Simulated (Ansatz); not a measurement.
MoSe (CsCl type, space group No. 221) under volume change, plane-wave PAW PBE (Ansatz code), scaled uniformly.

```json
[
 {"V (Å³/atom)": "14.166", "E − E(relaxed) (meV/atom)": "86.0", "P (GPa)": "21.55"},
 {"V (Å³/atom)": "14.633", "E − E(relaxed) (meV/atom)": "35.9", "P (GPa)": "13.08"},
 {"V (Å³/atom)": "15.100", "E − E(relaxed) (meV/atom)": "8.4", "P (GPa)": "5.96"},
 {"V (Å³/atom)": "15.567", "E − E(relaxed) (meV/atom)": "0.0", "P (GPa)": "0.00"},
 {"V (Å³/atom)": "16.034", "E − E(relaxed) (meV/atom)": "[?]", "P (GPa)": "[?]"},
 {"V (Å³/atom)": "16.501", "E − E(relaxed) (meV/atom)": "[?]", "P (GPa)": "[?]"},
 {"V (Å³/atom)": "16.969", "E − E(relaxed) (meV/atom)": "60.5", "P (GPa)": "-12.72"}
]
```

Complete the blanks.


- 16.034, E − E(relaxed) (meV/atom): 7.5
- 16.034, P (GPa): -5.00
- 16.501, E − E(relaxed) (meV/atom): 28.4
- 16.501, P (GPa): -9.21

What does a third-order Birch–Murnaghan fit give for V₀, B₀ and B′?

V₀ = 15.57 Å³/atom, B₀ = 182 GPa, B′ = 4.8.

Space group Pm-3m (CsCl type). The cell is a constructed one: a structure type filled with these elements; neither database checked (COD, Materials Project) lists it. Its standing as an ambient phase is unchecked. Symmetry was held in the PBE relaxation; whether a distortion lowers the energy is not shown. No spin polarisation was allowed.

Potentials: the earlier of the program's two PAW sets.
